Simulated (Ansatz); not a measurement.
## WB2 (space group P6_3/mmc), frozen-phonon scan

Starting cell, WB$_{2}$ (space group P6_3/mmc):

```
WB2
1.0
    2.98262     0.00000     0.00000
   -1.49131     2.58303     0.00000
    0.00000     0.00000    13.85588
B W
8 4
Direct
  0.33333   0.66667   0.52326
  0.66667   0.33333   0.47674
  0.66667   0.33333   0.02326
  0.33333   0.66667   0.97674
  0.00000   0.00000   0.25000
  0.00000   0.00000   0.75000
  0.66667   0.33333   0.25000
  0.33333   0.66667   0.75000
  0.33333   0.66667   0.13552
  0.66667   0.33333   0.86448
  0.66667   0.33333   0.63552
  0.33333   0.66667   0.36448
```

The atoms are displaced by Q × the pattern below (from a DFPT mode at Γ, largest move 1; Q in Å), at fixed cell. It is one choice among 2 degenerate patterns.

| atom | x | y | z |
|---|---|---|---|
| B1 | 0.000 | 0.131 | 0.000 |
| B2 | 0.000 | -0.131 | 0.000 |
| B3 | 0.000 | 0.131 | 0.000 |
| B4 | 0.000 | -0.131 | 0.000 |
| W9 | 0.000 | 1.000 | 0.000 |
| W10 | 0.000 | -1.000 | 0.000 |
| W11 | 0.000 | 1.000 | 0.000 |
| W12 | 0.000 | -1.000 | 0.000 |

Atoms not listed stay in place.

All values below come from LDA (plane waves to 420 eV, PAW, scalar-relativistic; Ansatz, a quantum-chemistry and plane-wave program). k mesh 14×14×3 (Γ-centred), Fermi-Dirac smearing 0.05 eV. The energy includes the smearing's −TS. Stress and pressure are positive under compression. With partly filled bands, energies and forces of such displacements shift with the k mesh and the smearing. Spin-orbit coupling is left out, though W is heavy. WB2 is run without spin polarisation. WB2 was relaxed with its symmetry unable to fall. ΔE is measured from the undisplaced structure.

```csv
Q (Å),ΔE (meV/cell),−dE/dQ from forces (eV/Å),P (GPa)
-0.280,2034,14.582,8.0
-0.233,1414,12.039,5.6
-0.187,908,9.639,3.7
-0.140,514,7.273,2.1
-0.093,230,4.894,0.9
-0.047,58,2.468,0.2
0.000,0,0.000,0.0
0.047,58,-2.468,0.2
0.093,230,-4.894,0.9
0.140,514,-7.273,2.1
0.187,908,-9.639,3.7
0.233,1414,-12.039,5.6
0.280,2034,-14.582,8.0
```

Summary:

The energy at Q = 0.280 Å is 2034 meV/cell. Space group of the distorted cell: C2/m (No. 12), lowered from P6_3/mmc. Symmetry of the curve: even: the same for both signs. Shape of the curve: a single well with its minimum at or next to zero displacement. Harmonic wavenumber from the curvature (finite differences): 140 cm⁻¹. Wavenumber by perturbation theory (DFPT, on another k mesh): 140 cm⁻¹.

(For displaced atoms, the force is minus the slope of the energy, and its curvature is a force constant, which sets phonon frequencies.)
